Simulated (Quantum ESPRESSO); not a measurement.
**Band energies of MgPdF6**

```
CELL_PARAMETERS angstrom
      2.46565     1.42354     4.50999
     -2.46565     1.42354     4.50999
      0.00000    -2.84709     4.50999
ATOMIC_POSITIONS crystal
  F  0.89967 0.61095 0.24259
  F  0.10033 0.38905 0.75741
  F  0.24259 0.89967 0.61095
  F  0.75741 0.10033 0.38905
  F  0.61095 0.24259 0.89967
  F  0.38905 0.75741 0.10033
  Mg 0.50000 0.50000 0.50000
  Pd 0.00000 0.00000 0.00000
```

norm-conserving LDA (Quantum ESPRESSO, 84 Ry, without SOC); path ΓLB1,BZΓX,QFP1Z,LP; energies in eV from the valence-band maximum.

```csv
k (1/Å),point,band 31,band 32,band 33,band 34,band 35,band 36,band 37,band 38
0.00,Γ,-1.51,-1.51,-0.62,-0.48,-0.48,2.08,2.08,6.69
0.19,,-1.50,-1.48,-0.55,-0.49,-0.42,2.06,2.08,6.94
0.58,,-1.57,-1.54,-0.64,-0.43,-0.14,1.94,2.09,8.58
0.77,L,-1.59,-1.55,-0.69,-0.42,-0.09,1.91,2.10,9.67
1.17,,-1.62,-1.59,-0.45,-0.37,-0.14,1.90,2.06,10.19
1.37,B1,-1.65,-1.61,-0.44,-0.33,-0.10,1.89,2.03,10.72
1.37,B,-1.65,-1.61,-0.44,-0.33,-0.10,1.89,2.03,10.72
1.59,,-1.67,-1.59,-0.39,-0.29,-0.10,1.88,2.00,9.99
2.05,Z,-1.61,-1.61,-0.37,-0.26,-0.26,1.98,1.98,9.09
2.51,,-1.50,-1.50,-0.51,-0.41,-0.41,2.05,2.05,7.04
2.74,Γ,-1.51,-1.51,-0.62,-0.48,-0.48,2.08,2.08,6.69
3.12,,-1.55,-1.44,-0.51,-0.44,-0.33,2.02,2.06,7.56
3.30,,-1.60,-1.50,-0.53,-0.33,-0.26,1.98,2.05,8.47
3.68,X,-1.64,-1.60,-0.50,-0.35,-0.09,1.88,2.06,10.47
3.68,Q,-1.64,-1.60,-0.50,-0.35,-0.09,1.88,2.06,10.47
4.02,F,-1.67,-1.61,-0.65,-0.39,0.00,1.83,2.06,10.13
4.02,P1,-1.69,-1.61,-0.56,-0.26,-0.07,1.89,2.00,10.39
4.31,,-1.62,-1.61,-0.37,-0.24,-0.18,1.92,1.98,9.50
4.61,Z,-1.61,-1.61,-0.37,-0.26,-0.26,1.98,1.98,9.09
4.61,L,-1.59,-1.55,-0.69,-0.42,-0.09,1.91,2.10,9.67
4.85,,-1.67,-1.56,-0.63,-0.25,-0.13,1.94,2.02,9.91
5.09,P,-1.69,-1.61,-0.56,-0.26,-0.07,1.89,2.00,10.39
```

The LDA gap is direct, 1.83 eV at F.

Spin-orbit splittings are left out.

Geometry of the Materials Project entry, not relaxed at this level.
